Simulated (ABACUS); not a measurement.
Input and output of a self-consistent single point for W (Pm-3n, 8 atoms in the cell; from COD 9008583, changed as shown) (ABACUS).

Level of theory: LDA (PW92), PseudoDojo 0.4 standard norm-conserving LDA (tails mended) pseudopotentials (plane waves; ABACUS 3.10.1).

The change in words: volume scaled by 0.96. Reference geometry (Pm-3n):
```yaml
crystal:
  lattice:
    - [5.08300, 0.00000, 0.00000]
    - [0.00000, 5.08300, 0.00000]
    - [0.00000, 0.00000, 5.08300]
  atoms:
    - { symbol: W, position: [0.00000, 0.00000, 0.00000] }
    - { symbol: W, position: [0.50000, 0.50000, 0.50000] }
    - { symbol: W, position: [0.00000, 0.50000, 0.25000] }
    - { symbol: W, position: [0.00000, 0.50000, 0.75000] }
    - { symbol: W, position: [0.25000, 0.00000, 0.50000] }
    - { symbol: W, position: [0.75000, 0.00000, 0.50000] }
    - { symbol: W, position: [0.50000, 0.75000, 0.00000] }
    - { symbol: W, position: [0.50000, 0.25000, 0.00000] }
```

Reference input (self-consistent single point, DFT, LDA (PW92), plane waves, PseudoDojo 0.4 standard norm-conserving LDA (tails mended) pseudopotentials): KPT = MP 4 4 4 0 0 0; basis_type = pw; dft_functional = PWLDA; ecutwfc = 70 Ry; smearing_method = gaussian; smearing_sigma = 0.00367493 Ry; potentials = PseudoDojo 0.4 standard norm-conserving LDA (tails mended); symmetry = 1; ks_solver = cg; scf_nmax = 100; scf_thr = 1.0e-09 Ry; mixing_type = pulay. This run's input differs from it in these lines:

```diff
@@ -25,5 +25,5 @@
 LATTICE_VECTORS
-   5.0830000000    0.0000000000    0.0000000000
-   0.0000000000    5.0830000000    0.0000000000
-   0.0000000000    0.0000000000    5.0830000000
+   5.0143030000    0.0000000000    0.0000000000
+   0.0000000000    5.0143030000    0.0000000000
+   0.0000000000    0.0000000000    5.0143030000
 
@@ -36,9 +36,9 @@
    0.0000000000    0.0000000000    0.0000000000
-   2.5415000000    2.5415000000    2.5415000000
-   0.0000000000    2.5415000000    1.2707500000
-   0.0000000000    2.5415000000    3.8122500000
-   1.2707500000    0.0000000000    2.5415000000
-   3.8122500000    0.0000000000    2.5415000000
-   2.5415000000    3.8122500000    0.0000000000
-   2.5415000000    1.2707500000    0.0000000000
+   2.5071515000    2.5071515000    2.5071515000
+   0.0000000000    2.5071515000    1.2535757500
+   0.0000000000    2.5071515000    3.7607272500
+   1.2535757500    0.0000000000    2.5071515000
+   3.7607272500    0.0000000000    2.5071515000
+   2.5071515000    3.7607272500    0.0000000000
+   2.5071515000    1.2535757500    0.0000000000
 # file: KPT
```

Output (repeated stretches shortened):

```
 SELF-CONSISTENT
 -------------------------------------------
                                 init_chg = atomic

 PW ALGORITHM --------------- ION=   1  ELEC=   1--------------------------------
 Notice: Threshold on eigenvalues was too large.

 Density error is 0.310990322736
                          Error Threshold = 0.000203637956981
 E_KohnSham     -1214.6664625659     -16526.3850604000
 E_Fermi        1.6479799698         22.4219177797

 PW ALGORITHM --------------- ION=   1  ELEC=   2--------------------------------

 Density error is 0.0549651293751
                          Error Threshold = 0.000277669931014
   [... lines left out ...]

 Density error is 4.30004156586e-08
                          Error Threshold = 2.89621306883e-10
 E_KohnSham     -1214.7317313923     -16527.2730883408
 E_Fermi        1.6237488544         22.0922365403

 PW ALGORITHM --------------- ION=   1  ELEC=  11--------------------------------

 Density error is 2.64264855357e-10
                          Error Threshold = 3.83932282666e-11
 E_KohnSham     -1214.7317314042     -16527.2730885028
 E_KS(sigma->0) -1214.7313951668     -16527.2685137586
 E_entropy(-TS) -0.0006724748        -0.0091494885
 E_Fermi        1.6237494225         22.0922442699
 charge density convergence is achieved
 final etot is -16527.273089 eV
 EFERMI = 22.09224427 eV

 STATE ENERGY(eV) AND OCCUPATIONS    NSPIN == 1
   [... 65 lines left out ...]

 TOTAL-FORCE (eV/Angstrom)
                        W1         0.0000000000         0.0000000000         0.0000000000
                        W2         0.0000000000         0.0000000000         0.0000000000
                        W3         0.0000000000         0.0000000000         0.0000000000
                        W4         0.0000000000         0.0000000000         0.0000000000
                        W5         0.0000000000         0.0000000000         0.0000000000
                        W6         0.0000000000         0.0000000000         0.0000000000
                        W7         0.0000000000         0.0000000000         0.0000000000
   [... lines left out ...]

 TOTAL-STRESS (KBAR)
       -28.3210558290         0.0000000000         0.0000000000
         0.0000000000       -28.3210558290         0.0000000000
         0.0000000000         0.0000000000       -28.3210558290
 TOTAL-PRESSURE: -28.321056 KBAR

 --------------------------------------------
 !FINAL_ETOT_IS -16527.2730885028031480 eV
 --------------------------------------------
```

The run converged in 11 iterations. Against the reference run the free energy drops by 36.4 meV/atom and the pressure goes from -14.68 to -2.83 GPa.

Spin-orbit coupling is left out, which matters for bands and gaps with elements this heavy. No clean gap shows at this smearing width and mesh (spacing up to 0.31 Å⁻¹); the mesh is coarse for partly filled bands, so the values carry mesh errors.

Cost on one core: about 3.0 core-minutes (a rough figure).

“Tails mended”: in these copies of the files the far tail of each local potential was reset to the Coulomb form.
